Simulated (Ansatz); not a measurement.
AlV:
Space group Cmmm (No. 65); a = 3.491 Å, b = 3.927 Å, c = 4.037 Å, α = 90.00°, β = 90.00°, γ = 90.00°

```csv
atom,site,symmetry,x,y,z
Al,2a,mmm,0.0000,0.0000,0.0000
V,2c,mmm,0.0000,0.5000,0.5000
```
(The calculation used a cell of 2 atoms; values per cell refer to that cell.)

Relaxed at zero pressure with plane-wave PAW PBEsol (Ansatz code).

Q: The volume is raised by 3 % and shape and atoms relax at that volume. What pressure results, and how do the axes share the change?

A: -4.3 GPa; a 1.2 %, b 0.8 %, c 0.9 %; the energy rises by 6 meV/atom.

Q: Give the new structure.

A: 
Space group Cmmm (No. 65); a = 3.534 Å, b = 3.960 Å, c = 4.074 Å, α = β = γ = 90.00°

```tsv
atom	site	symmetry	x	y	z
Al	2a	mmm	0.0000	0.0000	0.0000
V	2c	mmm	0.0000	0.5000	0.5000
```

The phase is kept; no other phase was compared at this pressure.

The workflow started from a Materials Project entry (that database holds measured and hypothetical structures alike); the Crystallography Open Database copy checked does not list it. With Al and V taken as one species the cell has the higher symmetry I4/mmm, so it may be an ordered model of a mixed-site phase. Its standing as an ambient phase is unchecked. The PBEsol relaxation kept the symmetry of its start; whether a distortion lowers the energy is not shown. No spin polarisation was allowed. Axis ratios of metals converge slowly with the k-mesh, so a and c are less sure than the volume.

Potentials: the later of the program's two PAW sets.
